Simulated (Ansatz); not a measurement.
TiC:
```
CELL_PARAMETERS angstrom
      0.00000     2.14643     2.14643
      2.14643     0.00000     2.14643
      2.14643     2.14643     0.00000
ATOMIC_POSITIONS crystal
  Ti 0.50000 0.50000 0.50000
  C  0.00000 0.00000 0.00000
```

Relaxed with PBEsol. Special points in fractions of this cell's reciprocal vectors: Γ (0.000, 0.000, 0.000); X (0.500, 0.000, 0.500); U (0.625, 0.250, 0.625); K (0.375, 0.375, 0.750); L (0.500, 0.500, 0.500); W (0.500, 0.250, 0.750).

### Question
List the band energies nearest the Fermi level at these points for plane-wave PAW PBEsol (Ansatz code).

### Answer
In eV from the Fermi level; about four levels below and three above (degenerate sets whole), none deeper than 8.9 eV; points with the same levels are listed once.

```
k                    below           above
-  -----------------------  --------------
Γ                        –  0.69 0.69 0.69
X              -3.45 -1.74  0.01 0.01 2.87
U        -3.56 -3.39 -1.74  1.51 3.28 4.01
L  -8.82 -5.98 -2.97 -2.97  3.05 3.05 4.29
W        -3.20 -3.20 -2.75  2.91 2.91 3.69
```

Space group Fm-3m (rock salt). The cell was relaxed with PBEsol under the symmetry of its start. The run is not spin-polarised.

Potentials: the earlier of the program's two PAW sets. The files were generated under PBE; for other functionals the program regenerates the frozen cores, and for LDA and PBEsol the local potential too.
